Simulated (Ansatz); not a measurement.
## Trial structures of SiB₄Mo: starts and ends

These are results of DFT PBE, scalar-relativistic, plane waves, PAW (Ansatz 0.2.0), not measurements. Settings: cutoff 420 eV, Γ-centred meshes spaced at most about 0.3 Å⁻¹, and about 0.25 Å⁻¹ or finer for metals (2π included), Gaussian smearing. No spin polarisation in the final relaxations.

Each guess was relaxed in cell and atoms at zero pressure, within the symmetry of its start. Temperature and zero-point effects are left out. Coordination counts B or Si atoms around Mo (for each partner element, those within 1.25 times its shortest distance or 1.15 times the sum of covalent radii, where it is the nearest in units of that sum or under 1.3; a plus sign parts groups by distance over the sum of covalent radii).

| guess | made from | start group | V start (Å³/atom) | end group | V end (Å³/atom) | coordination at the end | gap on mesh (eV) | E over the lowest end (meV/atom) |
| --- | --- | --- | --- | --- | --- | --- | --- | --- |
| 1 | random cell | Cmmm | 12.5 | Cmmm | 10.3 | Mo 8+4+4 | 0 | 0 |
| 2 | LaInPt4 type | F-43m | 10.1 | F-43m | 8.6 | Mo 16 | 0 | 254 |
| 3 | NdCuNi4 type | Cmmm | 10.9 | Cmmm | 8.5 | Mo 18 | 0 | 438 |
| 4 | random cell | F-43m | 11.9 | F-43m | 15.2 | Mo 4+4 | 0 | 856 |
| 5 | DyErC4 type | P4/mmm | 8.6 | ? | ? | ? | ? | ? |

Guess 5 as it starts:

```cif
data_structure
_symmetry_space_group_name_H-M 'P 1'
_symmetry_Int_Tables_number 1
_cell_length_a 3.1244
_cell_length_b 3.1244
_cell_length_c 5.3126
_cell_angle_alpha 90.000
_cell_angle_beta 90.000
_cell_angle_gamma 90.000
_cell_volume 51.86
loop_
_atom_site_label
_atom_site_type_symbol
_atom_site_fract_x
_atom_site_fract_y
_atom_site_fract_z
_atom_site_occupancy
Si1 Si 0.50000 0.50000 0.50000 1
B1 B 0.00000 0.00000 0.60533 1
B2 B 0.50000 0.50000 0.10567 1
B3 B 0.50000 0.50000 0.89433 1
B4 B 0.00000 0.00000 0.39467 1
Mo1 Mo 0.00000 0.00000 0.00000 1
```

Problem. Fill in the missing row: what does this guess relax into, and where does it rank?

Solution. It ends in space group P4/mmm (No. 123), with a = 3.049 Å, c = 6.009 Å, 9.3 Å³/atom and no gap. It lies 167 meV/atom over the lowest end, above guess 1 and below guess 2. Counting B or Si atoms around Mo, this end has Mo 10 and the lowest (guess 1) has Mo 8+4+4. This end holds B–B pairs (shortest 1.60 Å); the lowest (guess 1) holds B–B chains (shortest 1.58 Å).

```xyz
6
Lattice="3.0486 0.0000 0.0000 0.0000 3.0486 0.0000 0.0000 0.0000 6.0087" Properties=species:S:1:pos:R:3 pbc="T T T"
Si    1.5243    1.5243    3.0044
B     0.0000    0.0000    3.8047
B     1.5243    1.5243    0.9137
B     1.5243    1.5243    5.0951
B     0.0000    0.0000    2.2040
Mo    0.0000    0.0000    0.0000
```

Formation energies are uncorrected and refer to the elements' standard structures at the same level.

Problem. Is the lowest end bound against the elements?

Solution. No: its formation energy is +0.29 eV/atom. A positive value: parting into the elements would lower its energy.

Cells relaxed within their symmetry can be saddle points. A lower structure may well exist outside this small set. Some candidate types were left out of the draw beforehand, so a known form may be missing.
